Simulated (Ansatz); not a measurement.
The relaxed structure here is a generated cell of TaSi2: the first start was made by placing the elements on the sites of a structure type, and the end was not matched to a known phase here, so it may be hypothetical. Known forms of TaSi2 include space group No. 181.

A relaxed structure of TaSi₂. Space group P6/mmm (No. 191). These are PBE (plane waves to 420 eV, PAW, scalar-relativistic; Ansatz, a first-principles code) values and carry that method's errors.

```xyz
3
Lattice="4.4070 0.0000 0.0000 -2.2035 3.8166 0.0000 0.0000 0.0000 2.6493" Properties=species:S:1:pos:R:3 pbc="T T T"
Ta     0.0000     0.0000     0.0000
Si     0.0000     2.5444     1.3246
Si     2.2035     1.2722     1.3246
```

```json
{
 "volume_per_atom": "14.85 Å³",
 "band_gap": "zero (metallic)",
 "shortest_distances": "Si–Si 2.54 Å; Ta–Ta 2.65 Å; Si–Ta 2.87 Å",
 "k-mesh": "12×12×17"
}
```

No spin polarisation in the result. The relaxed primitive cell holds an odd number of electrons. A magnetic state may lie lower.

The run could not lower the symmetry of its start; a shaken copy of this end point relaxes with PBE to I4/mmm (No. 139), 0.43 eV/atom lower.
